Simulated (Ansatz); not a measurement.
Data:

IrC:
```cif
data_CIr
_chemical_formula_sum 'Ir1 C1'
_space_group_name_H-M_alt 'P-6m2'
_space_group_IT_number 187
_space_group_name_Hall 'P -6 2'
_cell_length_a 3.03145
_cell_length_b 3.03145
_cell_length_c 2.65815
_cell_angle_alpha 90.000
_cell_angle_beta 90.000
_cell_angle_gamma 120.000
loop_
_atom_site_label
_atom_site_type_symbol
_atom_site_symmetry_multiplicity
_atom_site_Wyckoff_symbol
_atom_site_fract_x
_atom_site_fract_y
_atom_site_fract_z
_atom_site_occupancy
Ir1 Ir 1 a 0.00000 0.00000 0.00000 1
C1 C 1 d 0.33333 0.66667 0.50000 1
```

This is the r²SCAN-relaxed structure.

**Question.** All from r²SCAN in the plane-wave PAW code Ansatz, unless another level is named. Give the electronic character.

**Answer.** metallic (no gap).

**Question.** Next, the formation energy from the elements (no fitted shifts)?

**Answer.** 1.25 eV/atom.

**Question.** Give the density of states at the Fermi level.

**Answer.** 0.66 states/eV per atom (mean over ±0.08 eV).

**Question.** And the gap with spin–orbit coupling?

**Answer.** none (metallic).

The start of the workflow was typed in or built on a structure type; neither database checked (COD, Materials Project) lists it. Its standing as an ambient phase is unchecked. The cell was relaxed with r²SCAN under the symmetry of its start; whether a distortion lowers the energy is not shown. No spin polarisation was allowed. Its formation energy is positive at this level, so the cell may be metastable or incomplete. The references are the lowest solids computed at this level, not always the standard phases. Scalar-relativistic: spin–orbit coupling is off unless named, which matters more the heavier the elements.

Potentials: the earlier of the program's two PAW sets.
